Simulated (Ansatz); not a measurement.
Structure types of Cs were relaxed at one common pressure (all-electron LAPW in Ansatz 0.2.0 under LDA, scalar-relativistic, no spin polarisation, zero temperature). They take these volumes:

| type | space group | V (Å³/atom) |
| --- | --- | --- |
| fcc | Fm-3m | 39.50 |
| bcc | Im-3m | 40.37 |
| hcp | P6_3/mmc | 36.25 |
| beta tin | I4_1/amd | 36.99 |
| distorted dhcp | P6_3/mmc | 37.70 |
| dhcp | P6_3/mmc | 37.55 |

Q: At about which pressure, and is the densest type also the lowest in enthalpy?

A: 5 GPa. The densest is hcp, and it is 16 meV/atom above distorted dhcp: its gain in pV doesn't pay for its higher energy here.
